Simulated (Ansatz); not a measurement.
In3Sb: a fit and a missing row

In3Sb, Pm-3m, a = 4.724 Å. The structure is a Materials Project entry; whether it is the stable form wasn't checked. Ansatz: PBEsol, PAW, 420 eV, Γ-centred 10×10×10 mesh on 4 atoms, Gaussian smearing 0.10 eV; no spin polarisation. Symmetry fixes shape and atoms, so the cell is only scaled; pressure is positive in compression.

```
V (Å³/atom) P (GPa)
     24.769     3.25
     25.559     1.49
     26.350     0.01
     27.140    -1.24
     27.931        ?
```

**Question.** Take V0 = 26.350 Å³/atom, count pressures from its P0 = 0.01 GPa, fit the third-order Birch–Murnaghan form to the other rows, and predict the missing pressure.

**Answer.** With the Eulerian strain f = ½[(V0/V)^(2/3) − 1] and y = (P − P0)/[3f(1 + 2f)^(5/2)], the form is the line y = B0 + 1.5 B0 (B0′ − 4) f. Rows (f, y): 0.02106, 46.3; 0.01026, 45.7; -0.00975, 44.9. Means f = 0.007190, y = 45.633; Σ(Δf)² = 0.0004888, ΣΔfΔy = 0.02187; the slope is their ratio. y = 45.31 + 44.75 f GPa, so B0 = 45.3 GPa and B0′ = 4 + 2 × (44.75)/(3 × 45.31) = 4.66. At V = 27.931, f = -0.01905, y = 44.46 and P = -2.30 GPa. The run gave -2.28 GPa, so the fit is 0.02 GPa too low, a small miss on the scale of the series. The form still works here, 33 % of the fitted range beyond its end.